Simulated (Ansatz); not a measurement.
InPt₃ + LaPt → LaInPt₄

All three solids are relaxed on PAW files, and every method takes those cells: LaInPt₄ in F-43m, a = 7.64 Å, b = 7.64 Å, c = 7.64 Å, α = 90.00°, β = 90.00°, γ = 90.00°, 7×7×7 k mesh, smearing 0.05 eV; InPt₃ in Pm-3m, a = 3.99 Å, b = 3.99 Å, c = 3.99 Å, α = 90.00°, β = 90.00°, γ = 90.00°, 8×8×8 k mesh, smearing 0.05 eV; LaPt in Cmcm, a = 3.93 Å, b = 10.95 Å, c = 4.52 Å, α = 90.00°, β = 90.00°, γ = 90.00°, 9×9×7 k mesh, smearing 0.05 eV.

The product's cell, then the reactants':

```xyz
6
Lattice="0.0000 3.8189 3.8189 3.8189 0.0000 3.8189 3.8189 3.8189 0.0000" Properties=species:S:1:pos:R:3 pbc="T T T"
La    0.0000    0.0000    0.0000
In    1.9095    1.9095    1.9095
Pt    2.8693    4.7685    2.8693
Pt    2.8693    2.8693    4.7685
Pt    4.7685    4.7685    4.7685
Pt    4.7685    2.8693    2.8693
```

```
CELL_PARAMETERS angstrom
3.99325 0.00000 0.00000
0.00000 3.99325 0.00000
0.00000 0.00000 3.99325
ATOMIC_POSITIONS crystal
In 0.00000 0.00000 0.00000
Pt 0.50000 0.50000 0.00000
Pt 0.00000 0.50000 0.50000
Pt 0.50000 0.00000 0.50000
```

```
CELL_PARAMETERS angstrom
1.96611 -5.47636 0.00000
1.96611 5.47636 0.00000
0.00000 0.00000 4.51680
ATOMIC_POSITIONS crystal
La 0.86440 0.13560 0.75000
La 0.13560 0.86440 0.25000
Pt 0.59035 0.40965 0.75000
Pt 0.40965 0.59035 0.25000
```

All numbers are PBEsol results (scalar-relativistic) from Ansatz 0.2.0, with no spin polarisation. Methods: LAPW: all electrons, basis error target 0.5 meV/atom; PAW: frozen-core files, cutoff 420 eV.

Energies are at zero smearing and zero temperature. The structures come from databases; a reactant may be hypothetical or may itself decompose, and needn't be the lowest polymorph.

Spin–orbit coupling is left out, which matters for the heavy atoms. The PAW files were made under PBE.

Q: What is the reaction energy per atom of the product, by each method?

A: LAPW -200.7 meV/atom; PAW -200.6 meV/atom. The product is favoured against these reactants.

Q: How does the volume change, and what would pressure do?

A: It changes by -0.8 %, so pressure favours the product.
